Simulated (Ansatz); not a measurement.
W:
```cif
data_W2
_chemical_formula_sum 'W2'
_space_group_name_H-M_alt 'P63/mmc'
_space_group_IT_number 194
_space_group_name_Hall '-P 6c 2c'
_cell_length_a 2.73567
_cell_length_b 2.73567
_cell_length_c 4.85340
_cell_angle_alpha 90.000
_cell_angle_beta 90.000
_cell_angle_gamma 120.000
loop_
_atom_site_label
_atom_site_type_symbol
_atom_site_symmetry_multiplicity
_atom_site_Wyckoff_symbol
_atom_site_fract_x
_atom_site_fract_y
_atom_site_fract_z
_atom_site_occupancy
W1 W 2 c 0.33333 0.66667 0.25000 1
```

Relaxed at zero pressure with plane-wave PAW LDA (Ansatz code).

Task: The volume is lowered by 9 % and shape and atoms relax at that volume. What pressure results, and how do the axes share the change?

Result: 35.0 GPa; a -2.7 %, b -2.7 %, c -4.0 %; the energy rises by 142 meV/atom.

Task: Give the new structure.

Result: 
Space group P6₃/mmc (No. 194); a = 2.6632 Å, b = 2.6632 Å, c = 4.6603 Å, α = 90.00°, β = 90.00°, γ = 120.00°

```
atom  site  symmetry       x       y       z
----  ----  --------  ------  ------  ------
W       2c      -6m2  0.3333  0.6667  0.2500
```

The phase is kept; no other phase was compared at this pressure.

Space group P6_3/mmc (hcp (Mg type)). The workflow started from a Materials Project entry (that database holds measured and hypothetical structures alike); the Crystallography Open Database copy checked does not list it. It is not the phase usual at ambient conditions (space group No. 229). The cell was relaxed with LDA under the symmetry of its start; its stability against distortions is not shown here. No spin polarisation was allowed. Axis ratios of metals converge slowly with the k-mesh, so a and c are less sure than the volume. Spin–orbit coupling is left out wherever it is not named.

Potentials: the later of the program's two PAW sets.
